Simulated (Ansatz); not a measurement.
A crystal relaxed with r2SCAN in Ansatz has space group R3m:H (No. 160) and a = 3.968 Å, c = 19.402 Å.

```csv
atom,site,x,y,z
Xx,3a,0.6667,0.3333,0.3332
Ge,3a,0.3333,0.6667,0.1666
Ge,3a,0.3333,0.6667,0.2933
Ge,3a,0.0000,0.0000,0.1235
```

With r2SCAN the valence top lies at Γ and the conduction bottom at F, 0.65 eV higher; the smallest vertical gap, at Γ, is 0.69 eV. PBE gives an indirect gap of 0.38 eV, from Γ to F; the least direct gap is 0.39 eV at Γ. Least and direct gap differ so little that the kind isn't settled. The lowest empty level at Γ lies only 5 meV higher, so the place of the conduction bottom isn't settled. Meshes: r2SCAN 8×8×8, PBE 8×8×8.

Q: Which element is Xx?
A. Sn
B. Pb
C. C
D. Si

A: D. Xx is Si: SiGe3, ordered on the diamond lattice (R3m) with 4 atoms a cell. Around Si lie 4 Ge at 2.40–2.42 Å; around Ge lie 4 Ge at 2.44–2.46 Å; around Ge lie 3 Si at 2.42 Å and 1 Ge at 2.46 Å; around Ge lie 1 Si at 2.40 Å and 3 Ge at 2.44 Å.

All values are calculated for a non-magnetic cell, which may be hypothetical.

The runs are scalar-relativistic, without spin-orbit coupling.
